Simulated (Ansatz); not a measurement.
Input deck for Ansatz 0.2.0, then the block of the output on the nuclei.

The cell is a Materials Project structure (computed, not necessarily an observed phase).

```yaml
crystal:
  lattice:
    - [8.56816983, 0.0, 0.0]
    - [0.0, 8.56816983, 0.0]
    - [0.0, 0.0, 8.56816983]
  atoms:
    - { symbol: Sr, position: [0.5, 0.5, 0.5] }
    - { symbol: Sr, position: [0.0, 0.0, 0.0] }
    - { symbol: Sr, position: [0.0, 0.0, 0.5] }
    - { symbol: Sr, position: [0.0, 0.5, 0.0] }
    - { symbol: Sr, position: [0.5, 0.0, 0.0] }
    - { symbol: Sr, position: [0.5, 0.5, 0.0] }
    - { symbol: Sr, position: [0.5, 0.0, 0.5] }
    - { symbol: Sr, position: [0.0, 0.5, 0.5] }
    - { symbol: La, position: [0.75, 0.75, 0.75] }
    - { symbol: La, position: [0.75, 0.25, 0.25] }
    - { symbol: La, position: [0.25, 0.75, 0.25] }
    - { symbol: La, position: [0.25, 0.25, 0.75] }
    - { symbol: Nb, position: [0.25, 0.25, 0.25] }
    - { symbol: Nb, position: [0.25, 0.75, 0.75] }
    - { symbol: Nb, position: [0.75, 0.25, 0.75] }
    - { symbol: Nb, position: [0.75, 0.75, 0.25] }
    - { symbol: O, position: [0.21169633, 0.2979014, 0.47861856] }
    - { symbol: O, position: [0.21169633, 0.7020986, 0.52138144] }
    - { symbol: O, position: [0.78830367, 0.2979014, 0.52138144] }
    - { symbol: O, position: [0.78830367, 0.7020986, 0.47861856] }
    - { symbol: O, position: [0.2979014, 0.47861856, 0.21169633] }
    - { symbol: O, position: [0.7020986, 0.52138144, 0.21169633] }
    - { symbol: O, position: [0.2979014, 0.52138144, 0.78830367] }
    - { symbol: O, position: [0.7020986, 0.47861856, 0.78830367] }
    - { symbol: O, position: [0.47861856, 0.21169633, 0.2979014] }
    - { symbol: O, position: [0.52138144, 0.21169633, 0.7020986] }
    - { symbol: O, position: [0.52138144, 0.78830367, 0.2979014] }
    - { symbol: O, position: [0.47861856, 0.78830367, 0.7020986] }
    - { symbol: O, position: [0.28830367, 0.2020986, 0.02138144] }
    - { symbol: O, position: [0.28830367, 0.7979014, 0.97861856] }
    - { symbol: O, position: [0.71169633, 0.2020986, 0.97861856] }
    - { symbol: O, position: [0.71169633, 0.7979014, 0.02138144] }
    - { symbol: O, position: [0.2020986, 0.02138144, 0.28830367] }
    - { symbol: O, position: [0.7979014, 0.97861856, 0.28830367] }
    - { symbol: O, position: [0.2020986, 0.97861856, 0.71169633] }
    - { symbol: O, position: [0.7979014, 0.02138144, 0.71169633] }
    - { symbol: O, position: [0.02138144, 0.28830367, 0.2020986] }
    - { symbol: O, position: [0.97861856, 0.28830367, 0.7979014] }
    - { symbol: O, position: [0.97861856, 0.71169633, 0.2020986] }
    - { symbol: O, position: [0.02138144, 0.71169633, 0.7979014] }
kpoints:
  mp_grid: { grid: [3, 3, 3] }
scf:
  occupations: { method: fermi_dirac, width: 0.02 }
hamiltonian:
  xc: r2scan
  pseudopotentials: { kind: paw }
output:
  forces: true
  stress: true
  populations: true
  efg:
    quadrupole_moments_barn: { Sr: 0.305, La: 0.206, Nb: -0.32, O: -0.02558 }
    contact_densities: true
```

```sh
ansatz run input.yaml --threads 1 --pin off --max-ram 2560MiB --backend cpu --events-out ev --progress --plain --runs-dir out
```

Of the output, the block on the nuclei alone is shown; the set-up, the SCF iterations, energies, forces and stress are cut. One atom of each set with nearly equal values is shown.

```
--- PAW observables at the nuclei: V_zz in 10²¹ V/m², potentials from the cell's mean, atoms counted from 1 ---
  atom   1  Sr V_zz =    -0.000000   η = 0.0000   by run symmetry: forbidden   C_q = -0.0000 MHz
            electrostatic potential = -5509.582642 V   contact ρ = 400753.141012 e/Å³
  atom   3  Sr V_zz =   +14.959744   η = 0.0549   by run symmetry: allowed   C_q = +110.3261 MHz
            electrostatic potential = -5510.904813 V   contact ρ = 400755.811596 e/Å³
  atom   9  La V_zz =    -1.787751   η = 0.0000   by run symmetry: allowed   C_q = -8.9049 MHz
            electrostatic potential = -9875.027370 V   contact ρ = 2245808.485017 e/Å³
  atom  13  Nb V_zz =    -0.355811   η = 0.0000   by run symmetry: allowed   C_q = +2.7531 MHz
            electrostatic potential = -6133.353853 V   contact ρ = 540545.004956 e/Å³
  atom  17  O  V_zz =    +1.647665   η = 0.7064   by run symmetry: allowed   C_q = -1.0191 MHz
            electrostatic potential = -626.064941 V   contact ρ = 2152.565824 e/Å³
```

The largest force is 0.5 eV/Å, so the atoms aren't at the calculated equilibrium and relaxing them would move these values. Without spin–orbit coupling (the program notes it for La, Nb and Sr) the gradients are little affected as a rule: paired runs on crystals with a gap mostly move them by under 2 % at such atoms.
